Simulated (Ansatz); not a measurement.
Ansatz (a quantum-chemistry and plane-wave program) input:

Ansatz 0.2 input:
```yaml
crystal:
  lattice:
    - [4.3090812269, 0.0, 0.0]
    - [-2.1545406135, 3.7317738095, 0.0]
    - [0.0, 0.0, 7.184825377]
  atoms:
    - { symbol: Sr, position: [0.0, 0.0, 0.0] }
    - { symbol: Cd, position: [0.3333333333, 0.6666666667, 0.6351714691] }
    - { symbol: Cd, position: [0.6666666667, 0.3333333333, 0.3648285309] }
    - { symbol: P, position: [0.6666666667, 0.3333333333, 0.7474535826] }
    - { symbol: P, position: [0.3333333333, 0.6666666667, 0.2525464174] }
kpoints:
  mp_grid: { grid: [8, 8, 4] }
basis: { xc_grid: 2, fft_grid_basis: typed }
hamiltonian:
  xc: pbesol
  pseudopotentials: { kind: paw }
scf:
  occupations: { method: fixed }
checkpoint: { read: static.run }
output: { write_density: true, elf: true, volumetric_format: npy }
```

Output (shortened):

```
Pseudopotential: Sr, paw, valence charge 10
Pseudopotential: Cd, paw, valence charge 20
Pseudopotential: P, paw, valence charge 5
Functional definition: PBEsol
Crystal: 5 atoms, lattice volume = 115.536 Å³
Basis set: ecut = 420 eV, 2239 PW (Γ), exchange–correlation on 60×60×100 points (8 copies of the dense FFT grid, shifted against one another)
Bands: 36, of which v1, the nominal top of the filled ones, is band 30 counted from 1 (29 counted from 0)
Symmetry: 12 space group operations
Space group: P-3m1 (ITA 164), of the structure as read, at distance tolerance 4.9e-5 Å
k-points: 35 of 256
Stability of the state it starts from, as read at its close in the unpolarized treatment …
iter 1 solved again at ethr=1.47e-6 eV; its pass at ethr=3.10e-3 eV (dr2=8.82e-4 eV) is discarded
SCF iter   1: F=—  HF=-21343.521172 eV  |F-HF|=—  |Δ(HF+E_count)|=         —  Δρ=2.09e-6  dr2=4.49e-9  ethr=1.47e-6  ⟨swp⟩=3.8  Hψ=7915  notcnv=0  defer=140
preconditioner: auto → Resta (q_TF=auto, 2.446 Å⁻¹)
SCF iter   2: F=—  HF=-21343.521160 eV  |F-HF|=—  |Δ(HF+E_count)|=   1.11e-5  Δρ=1.02e-6  dr2=1.21e-9  ethr=7.48e-12  ⟨swp⟩=16.5  Hψ=8523  notcnv=0
SCF iter   3: F=-21343.521160 eV  HF=-21343.521160 eV  |F-HF|=2.55e-10  |Δ(HF+E_count)|=  1.82e-10  Δρ=6.74e-7  dr2=4.74e-10  ethr=2.02e-12  ⟨swp⟩=1.2  Hψ=2680  notcnv=0
SCF 1 converged in 3 iterations: F = -21343.521160 eV  dr2 = 4.74e-10
SCF converged after 3 iterations
Free energy (F): -21343.521160 eV
Harris-Foulkes:  -21343.521160 eV  (|F-HF|=2.55e-10)
Internal energy: -21343.521160 eV  (E = F + TS)
E sigma→0 (E₀):  -21343.521160 eV
Fermi energy:    9.836465 eV
--- Per-component energies (eV) ---
  E_band       = -993.120639
  E_kinetic    = 1395.476982
  E_local      = -8847.109314  (includes V_loc(G=0)·N_el)
  E_nonlocal   = 343.095457
  E_hartree    = 3987.848830
  E_xc         = -646.267408
  E_vxc        = -727.271978  (∫ρ·V_xc dr)
  E_paw        = -11778.603047  (= ΣΔE_a)
  E_vpaw       = -1133.009268  (= ΣTr[D̂ρ^β])
  E_aug_tail   = 0.000028  (compensation charges beyond the density's cutoff)
  E_ewald      = -5798.873149
  E_core_change = 0.910459  (= ΣΔE_core)
  E_smearing   =  0.000000  (= −TS)
  E_closure    = 0.000000  (closes the sum)
  Σ components = -21343.521160   (vs F -21343.521160, Δ=0.00e0)
  [band-id]    e_kinetic+e_local+e_nonlocal+2·e_hartree+e_vxc+e_vpaw+e_augmentation_tail = -993.120432   (vs E_band -993.120639, Δ=2.07e-4)
--- Band table (eV; the first three rows and the last of 35) ---
  k-point 0: bands = ["-92.5885", "-92.5873", "-53.6883", "-53.6799", "-53.6778", "-53.6778", "-53.6712", "-53.6712", "-24.9682", "-7.1733", "-6.9816", "-6.9816", "-1.1892", "-0.5786", "0.9632", "0.9632", "0.9933", "0.9933", "1.3540", "1.3540", "1.5097", …
  k-point 1: bands = ["-92.5885", "-92.5873", "-53.6883", "-53.6799", "-53.6778", "-53.6778", "-53.6712", "-53.6712", "-24.9682", "-7.1751", "-6.9816", "-6.9816", "-1.0823", "-0.6432", "0.9596", "0.9596", "0.9975", "0.9975", "1.3576", "1.3576", "1.5019", …
  k-point 2: bands = ["-92.5885", "-92.5873", "-53.6883", "-53.6800", "-53.6778", "-53.6778", "-53.6712", "-53.6712", "-24.9682", "-7.1770", "-6.9817", "-6.9817", "-0.8534", "-0.8286", "0.9561", "0.9561", "1.0017", "1.0017", "1.3611", "1.3611", "1.4394", …
  k-point 34: bands = ["-92.5879", "-92.5878", "-53.6864", "-53.6856", "-53.6788", "-53.6731", "-53.6723", "-53.6704", "-24.9566", "-7.1609", "-7.0988", "-7.0973", "-0.5520", "-0.5002", "1.0753", "1.1894", "1.2135", "1.2548", "1.3138", "1.3982", "1.4087", …
```

Cost: around 8 core-seconds (rough) on shared cores.

The first step of the workflow began from a Materials Project structure, measured or hypothetical; the Crystallography Open Database copy checked does not list it. Whether it is the stable phase at ambient conditions was not checked. The PBEsol relaxation kept the symmetry of its start; its stability against distortions is not shown here. Scalar-relativistic: spin–orbit coupling is off unless named, which matters more the heavier the elements.

Potentials: the later of the program's two PAW sets.

Ansatz is a plane-wave DFT program.
